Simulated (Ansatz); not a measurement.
GaAs (zinc blende)

```
CELL_PARAMETERS angstrom
      0.00000     2.82951     2.82951
      2.82951     0.00000     2.82951
      2.82951     2.82951     0.00000
ATOMIC_POSITIONS crystal
  As 0.75000 0.75000 0.75000
  Ga 0.00000 0.00000 0.00000
```

The slice is a {100} plane (indices of the conventional cell) through the point (0.750, 0.750, 0.750) (fractional), spanned by u = [100] and v = [0 1 -1] in vectors of this cell: u (4.00 Å) and v (4.00 Å, at 90° to u). It covers one period; positions are fractions (u, v).

Computed with PBEsol (plane waves to 420 eV, PAW, scalar-relativistic; Ansatz, a first-principles code). k mesh 10×10×10. These are valence fields of a PAW run, semicore shells included where kept as valence: close to a nucleus they are smooth pseudo fields. GaAs was relaxed with its symmetry unable to fall.

Task: Sketch the electrostatic potential energy of an electron, from the cell's mean on this plane as a map.

Result: 
```tsv
v \ u	0.00	0.15	0.30	0.45	0.60	0.75	0.90
0.90	x	x	1.3	3.7	3.6	<-3.0	x
0.80	x	<-3.0	3.5	4.6	4.5	1.8	x
0.70	0.1	2.4	4.8	5.2	5.2	4.3	1.3
0.60	3.1	4.0	5.2	5.5	5.5	4.9	3.6
0.50	3.2	4.1	5.2	5.6	5.6	4.9	3.7
0.40	3.1	4.0	5.2	5.5	5.5	4.9	3.6
0.30	0.1	2.4	4.8	5.2	5.2	4.3	1.3
0.20	x	<-3.0	3.5	4.6	4.5	1.8	x
0.10	x	x	1.3	3.7	3.6	<-3.0	x
0.00	x	x	0.1	3.2	3.1	<-3.0	x
```

Values: electrostatic potential energy of an electron, from the cell's mean, in eV. Points within 1 Å of a nucleus are blanked (x), as the pseudised field means little there. Values under -3 eV are set to -3. The zero, the cell's mean, hangs on the PAW cores.
